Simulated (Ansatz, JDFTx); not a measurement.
ScF3: programs and potentials compared

```xyz
4
Lattice="4.0125 0.0000 0.0000 0.0000 4.0125 0.0000 0.0000 0.0000 4.0125" Properties=species:S:1:pos:R:3 pbc="T T T"
Sc    0.0000    0.0000    0.0000
F     0.0000    0.0000    2.0062
F     0.0000    2.0062    0.0000
F     2.0062    0.0000    0.0000
```

Alike in all runs: task single point; functional PBEsol; k mesh 7 × 7 × 7; occupations fermi-dirac, width 0.05 eV; no spin polarisation; no spin-orbit coupling. Pressure is positive in compression and, in plane waves, holds the error of the finite cutoff, which Ansatz's Pulay term estimates and takes out.

```tsv
program and potentials	plane-wave cutoff (eV)	notes	pressure (GPa)
JDFTx, PseudoDojo-SR-PBEsol-0.4.1-standard with smoothed tails	1143	-	0.32
Ansatz, Ansatz PAW (files of its older set among them)	1050	potentials made for PBE, which Ansatz adapts in part	0.59
Ansatz, PseudoDojo stringent (PBEsol files)	1143	-	0.33
Ansatz, JTH PAW	1500	potentials made for PBE; Pulay term of +0.04 GPa included	0.95
```

The pressure spans 0.32 (JDFTx, PseudoDojo-SR-PBEsol-0.4.1-standard with smoothed tails) to 0.95 GPa (Ansatz, JTH PAW).

Differences between rows come from potentials, basis sets and numerical settings, since the functional is the same but for its coding. Runs on potential files found faulty are left out.
